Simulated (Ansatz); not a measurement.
Debugging a calculation of In₃Se

Intended: In₃Se, PBEsol, plane waves and PAW in Ansatz. The input:

```yaml
crystal:
  lattice:
    - [4.803758, 0.0, 0.0]
    - [0.0, 4.803758, 0.0]
    - [0.0, 0.0, 4.803758]
  atoms:
    - { symbol: In, position: [0.0, 0.5, 0.5] }
    - { symbol: In, position: [0.5, 0.0, 0.5] }
    - { symbol: In, position: [0.5, 0.5, 0.0] }
    - { symbol: Se, position: [0.0, 0.0, 0.0] }
basis:
  ecutwfc: 420
kpoints:
  mp_grid: { grid: [10, 10, 10] }
hamiltonian:
  xc: pbesol
scf:
  occupations: { method: gaussian, width: 0.1 }
  max_iter: 2
  convergence: { accept_max_iter: true }
  initial_density: { chi_scale: 0, normalization: atom }
output:
  forces: true
  stress: true
  eigenvalues: true
```

Command:

```bash
ansatz run input.yaml --threads 1 --pin off --max-ram 2560MiB --backend cpu --events-out ev --progress --plain --runs-dir out
```

From the log (HF is the Harris–Foulkes energy, dr2 the density residual in eV):

```text
Warning: output.stress: scf.convergence.accept_max_iter lets an SCF close with its threshold on dr2 unmet. What such a close leaves in the stress no threshold then bounds, and a free energy that looks settled does not show it. To mend it, remove scf.convergence.accept_max_iter
Pseudopotential: In, paw, valence charge 13, recommended cutoff 420 eV (normal)
Pseudopotential: Se, paw, valence charge 16, recommended cutoff 420 eV (normal)
Crystal: 4 atoms, lattice volume = 110.852 Å³
Basis set: ecut = 420 eV, 2109 PW (Γ), exchange–correlation on 72×72×72 points (8 copies of the dense FFT grid, shifted against one another)
Bands: 33, of which v1, the nominal top of the filled ones, is band 28 counted from 1 (27 counted from 0)
Symmetry: 48 space group operations
Space group: Pm-3m (ITA 221), of the structure as read, at distance tolerance 4.8e-5 Å
k-points: 56 of 1000
PAW frozen core: In, regenerated for the run's functional, and the local potential with it (the file was generated under x = pbe(κ = 0.804, μ = 0.2195), c = pbe(β = 0.0667))
PAW frozen core: Se, regenerated for the run's functional, and the local potential with it (the file was generated under x = pbe(κ = 0.804, μ = 0.2195), c = pbe(β = 0.0667))
Initial density: superposition of atomic densities
SCF iter   1: HF=-22001.120342 eV  Δρ=1.90e-2  dr2=1.19e0
SCF iter   2: F=-22000.613578 eV  HF=-22000.871564 eV  Δρ=9.95e-3  dr2=3.23e-1
stopped at the declared iteration budget: scf.max_iter = 2 spent with dr2 = 3.2e-1 eV against the standard gate 1.0e-7 eV (scf.convergence.accept_max_iter; the run is reported unconverged — every observable carries the unconverged density's error)
SCF 1 stopped at its iteration budget after 2 iterations (unconverged): F = -22000.613578 eV  dr2 = 3.23e-1
SCF stopped at the declared iteration budget after 2 iterations (unconverged)
Free energy (F): -22000.613578 eV
E sigma→0 (E₀):  -22000.609465 eV
Entropy (-TS):   -0.008227 eV (-2.057 meV/atom)
Fermi energy:    8.767228 eV
--- Forces (eV/Å), atoms counted from 1 ---
  atom   1  In    -0.00000000     0.00000000     0.00000000
  atom   2  In    -0.00000000     0.00000000     0.00000000
  atom   3  In    -0.00000000     0.00000000     0.00000000
  atom   4  Se    -0.00000000     0.00000000     0.00000000
--- Stress (GPa, compression-positive) ---
       -2.227878      -0.000000       0.000000
       -0.000000      -2.227878       0.000000
        0.000000       0.000000      -2.227878
  P = ⅓ Tr σ = -2.2279 GPa (-22.279 kbar)
```

Question: Name the fault and the cure.

Answer: The fault is an unconverged density accepted at the iteration limit. The numbers come from a density that isn't self-consistent. The cure is a higher limit and no acceptance.

The change to the input (which also takes the starting density of the reference run):

```diff
 scf:
-  max_iter: 2
-  convergence: { accept_max_iter: true }
-  initial_density: { chi_scale: 0, normalization: atom }
```

Result of the mended run: a pressure of -2.99 GPa, no gap.

The mended run took 18 s on 1 thread of Arm Neoverse V1 (shared host), peak memory 0.44 GiB.